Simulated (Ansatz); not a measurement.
Given:

KF:
```cif
data_FK
_chemical_formula_sum 'K1 F1'
_space_group_name_H-M_alt 'P 1'
_space_group_IT_number 1
_cell_length_a 3.76062
_cell_length_b 3.76062
_cell_length_c 3.76062
_cell_angle_alpha 60.000
_cell_angle_beta 60.000
_cell_angle_gamma 60.000
loop_
_space_group_symop_operation_xyz
  'x, y, z'
loop_
_atom_site_label
_atom_site_type_symbol
_atom_site_fract_x
_atom_site_fract_y
_atom_site_fract_z
_atom_site_occupancy
K1 K 0.00000 0.00000 0.00000 1
F1 F 0.50000 0.50000 0.50000 1
```

This is the r²SCAN-relaxed structure.

**Question.** All from DFT-r²SCAN in the program Ansatz with PAW potentials, unless another level is named. Estimate the electronic dielectric constant ε∞ (DFPT).

**Answer.** 1.94.

**Question.** Predict the Bader charges.

**Answer.** K +0.87, F -0.87 e.

**Question.** What about the static dielectric constant ε0 (ions relaxed, cell fixed)?

**Answer.** 5.44.

**Question.** What about the Born charges (a third of the trace)?

**Answer.** K +1.13, F -1.13 e.

Space group Fm-3m (rock salt). Symmetry was held in the r²SCAN relaxation; phonons on a q-mesh show no instability.

Potentials: the later of the program's two PAW sets.
